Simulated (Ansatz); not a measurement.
What internal relaxation does to the elastic constants of CuSn

All numbers below come from DFT LDA, scalar-relativistic, plane waves, PAW in Ansatz. Cutoff 420 eV, 12×12×8 k-points (Γ-centred), Fermi-Dirac smearing of 0.15 eV. No spin polarisation.

Relaxed structure:
```
Cu Sn
1.0
     4.07400    0.00000    0.00000
    -2.03700    3.52819    0.00000
     0.00000    0.00000    4.92797
Cu Sn
2 2
Direct
  0.00000 0.00000 0.00000
  0.00000 0.00000 0.50000
  0.33333 0.66667 0.25000
  0.66667 0.33333 0.75000
```

In a metal, frequencies and elastic constants depend on the k mesh and the smearing, soft modes and shear constants most.

Clamped-ion constants (GPa, Voigt order; atoms follow the strain homogeneously):
C11 = 171.9, C12 = 63.3, C13 = 64.1, C22 = 171.9, C23 = 64.1, C33 = 180.4, C44 = 59.1, C55 = 59.1, C66 = 54.3 GPa; the others vanish.

Problem. What are the constants once the atoms relax in each strained cell?

Solution.
```
147.1  88.2  64.1   0.0   0.0   0.0
 88.2 147.1  64.1   0.0   0.0   0.0
 64.2  64.2 180.4   0.0   0.0   0.0
  0.0   0.0   0.0  59.1   0.0   0.0
  0.0   0.0   0.0   0.0  59.1   0.0
  0.0   0.0   0.0   0.0   0.0  29.4
```
The Voigt shear modulus goes from 56.7 to 46.7 GPa and the Voigt bulk modulus doesn't change. Relaxation subtracts ΛᵀK⁻¹Λ/V, with Λ the forces that a strain puts on the atoms and K the zone-centre force constants. At a stable cell this can only lower the diagonal constants, and it acts only for strains that share their symmetry with an optical mode; elsewhere, and where the coupling is weak, the constants hardly move.